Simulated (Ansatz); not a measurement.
CoSi₂:
```xyz
3
Lattice="0.0000 2.6560 2.6560 2.6560 0.0000 2.6560 2.6560 2.6560 0.0000" Properties=species:S:1:pos:R:3 pbc="T T T"
Co     0.0000     0.0000     0.0000
Si     1.3280     1.3280     1.3280
Si     3.9840     3.9840     3.9840
```

Relaxed with PBEsol. Special points in fractions of this cell's reciprocal vectors: Γ (0.000, 0.000, 0.000); X (0.500, 0.000, 0.500); U (0.625, 0.250, 0.625); K (0.375, 0.375, 0.750); L (0.500, 0.500, 0.500); W (0.500, 0.250, 0.750).

Question: List the band energies nearest the Fermi level at these points for plane-wave PAW PBEsol (Ansatz code).

Answer: In eV from the Fermi level; about four levels below and three above (degenerate sets whole), none deeper than 8.9 eV; points with the same levels are listed once.

```csv
k,below,above
Γ,-4.19 -4.19 -4.19 -1.97 -1.97,1.03 3.43 3.43 3.43
X,-2.02 -2.02 -1.99 -1.36,1.72 2.91 8.61
U,-2.30 -1.82 -1.25 -0.98,2.08 4.99 5.96
L,-1.68 -1.68 -0.47 -0.47,2.74 3.53 3.53
W,-2.36 -2.36 -2.02 -1.49 -0.68,3.78 3.78 5.80
```

Space group Fm-3m (fluorite or antifluorite type). Symmetry was held in the PBEsol relaxation. The workflow began spin-polarised and lost its moments.

Potentials: the later of the program's two PAW sets.
